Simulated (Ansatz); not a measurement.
Au:
Space group Fd-3m, origin choice 1 (No. 227); a = 6.078 Å, b = 6.078 Å, c = 6.078 Å, α = 90.00°, β = 90.00°, γ = 90.00°

| atom | site | symmetry | x | y | z |
|---|---|---|---|---|---|
| Au | 8b | -43m | 0.5000 | 0.5000 | 0.5000 |
(The calculation used a cell of 2 atoms; values per cell refer to that cell.)

Relaxed with r²SCAN.

Q: Tabulate the valence density and the electron localisation function along the shortest Au–Au contact (2.63 Å), the program Ansatz at the r²SCAN level (PAW).

A: 

```tsv
distance from Au (Å)	density (e/Å³)	ELF
0.26	12.46	0.72
0.39	9.60	0.60
0.53	6.87	0.53
0.66	4.52	0.49
0.79	2.53	0.45
0.92	1.21	0.39
1.05	0.72	0.31
1.18	0.51	0.26
1.32	0.46	0.24
1.45	0.51	0.26
1.58	0.72	0.31
1.71	1.21	0.39
1.84	2.53	0.45
1.97	4.52	0.49
2.11	6.87	0.53
2.24	9.60	0.60
2.37	12.46	0.72
```

The density is the valence pseudo-density with augmentation charge, so density and ELF within about 1 Å of a nucleus are not all-electron values.

The start of the workflow was typed in or built on a structure type; neither database checked (COD, Materials Project) lists it. It is not the phase usual at ambient conditions (space group No. 225). Symmetry was held in the r²SCAN relaxation. At this level the phase is mechanically unstable. Scalar-relativistic: spin–orbit coupling is off unless named, which matters more the heavier the elements.

Potentials: the earlier of the program's two PAW sets.
